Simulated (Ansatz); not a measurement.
TePt:
```yaml
crystal:
  lattice:
    - [3.44226, 0.00000, 0.00000]
    - [0.00000, 3.44226, 0.00000]
    - [0.00000, 0.00000, 3.44226]
  atoms:
    - { symbol: Pt, position: [0.00000, 0.00000, 0.00000] }
    - { symbol: Te, position: [0.50000, 0.50000, 0.50000] }
```

Relaxed with DFT-PBE in the program Ansatz with PAW potentials. Indices refer to the conventional cell of Pm-3m, a = b = c = 3.4423 Å, α = β = γ = 90.00°.

**Question.** Simulate the powder diffraction pattern (Cu Kα, λ = 1.54184 Å; lines above 1 %) up to 2θ = 90°.

**Answer.** Simulated powder pattern, Cu Kα, λ = 1.54184 Å (kinematic, ideal powder, no thermal factors, no anomalous dispersion; the 30 strongest lines at most, above 1 %, up to 2θ = 90°):

```tsv
2θ (°)	d (Å)	I/Imax (%)	hkl
25.88	3.442	6.1	(100)
36.93	2.434	100	(110)
45.65	1.987	2.0	(111)
53.22	1.721	18	(200)
60.10	1.539	2.8	(210)
66.54	1.405	36	(211)
78.61	1.217	11	(220)
84.42	1.147	1.5	(221)+(300)
```

The start of the workflow was typed in or built on a structure type; neither database checked (COD, Materials Project) lists it. COD files the formula under space group No. 166, 194, so this cell is another polymorph or a model. Whether it is the stable phase at ambient conditions was not checked. The cell was relaxed with PBE under the symmetry of its start; whether a distortion lowers the energy is not shown. No spin polarisation was allowed. Its formation energy is positive at this level, so the cell may be metastable or incomplete. Scalar-relativistic: spin–orbit coupling is off unless named, which matters more the heavier the elements.

Potentials: the earlier of the program's two PAW sets.
